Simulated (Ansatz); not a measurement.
# ZnGeAs2: pressure against volume

ZnGeAs2, P-4m2, a = 3.981 Å, c = 5.685 Å. The structure is a Materials Project entry; whether it is the stable form wasn't checked. Ansatz: r2SCAN, PAW, 500 eV, Γ-centred 10×10×8 mesh on 4 atoms, Gaussian smearing 0.10 eV; no spin polarisation. Shape and atoms are relaxed at each volume; pressure is positive in compression.

| V (Å³/atom) | P (GPa) |
| --- | --- |
| 21.169 | 4.95 |
| 21.844 | 2.27 |
| 22.520 | 0.00 |
| 23.196 | -1.93 |
| 23.871 | ? |

**Question.** Take V0 = 22.520 Å³/atom, fit the third-order Birch–Murnaghan form to the other rows, and predict the missing pressure.

**Answer.** With the Eulerian strain f = ½[(V0/V)^(2/3) − 1] and y = P/[3f(1 + 2f)^(5/2)], the form is the line y = B0 + 1.5 B0 (B0′ − 4) f. Rows (f, y): 0.02105, 70.7; 0.01026, 70.1; -0.00976, 69.2. Means f = 0.007183, y = 70.000; Σ(Δf)² = 0.0004888, ΣΔfΔy = 0.02357; the slope is their ratio. y = 69.65 + 48.22 f GPa, so B0 = 69.7 GPa and B0′ = 4 + 2 × (48.22)/(3 × 69.65) = 4.46. At V = 23.871, f = -0.01905, y = 68.73 and P = -3.56 GPa. The run gave -3.56 GPa, the same to the digits shown. The form still works here, 33 % of the fitted range beyond its end.

Cost: 5 runs of about 10 core-minutes in all, on Intel Xeon 6975P-C (Granite Rapids) (shared hosts).